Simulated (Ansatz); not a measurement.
Nb$_{2}$AlB$_{2}$ (Cmmm), relaxed with r²SCAN (Ansatz, a quantum-chemistry and plane-wave program, plane waves, PAW): a = 3.1454 Å, b = 11.6208 Å, c = 3.3104 Å, α = β = γ = 90.00°.

ΔH_f (eV/atom): -0.59

### Question
The same phase is relaxed and computed with PBE in the same code. What are the cell and these values now?

### Answer
a = 3.1506 Å, b = 11.6724 Å, c = 3.3180 Å, α = β = γ = 90.00°.

- ΔH_f (eV/atom): -0.55

Typed or built starts, not in the databases checked: Nb2AlB2, Cmmm (Al on 2a, Nb on 4j, B on 4i). All cells were relaxed under the symmetry of their starts (and spin orders); stability against distortions was not tested throughout. Rows with no word on spin ran without spin polarisation. Spin–orbit coupling is left out wherever it is not named.

Potentials: the later of the program's two PAW sets.

Ansatz is a plane-wave DFT program.

Formation energies count from the lowest solids of the elements computed at the same level, not from gases.
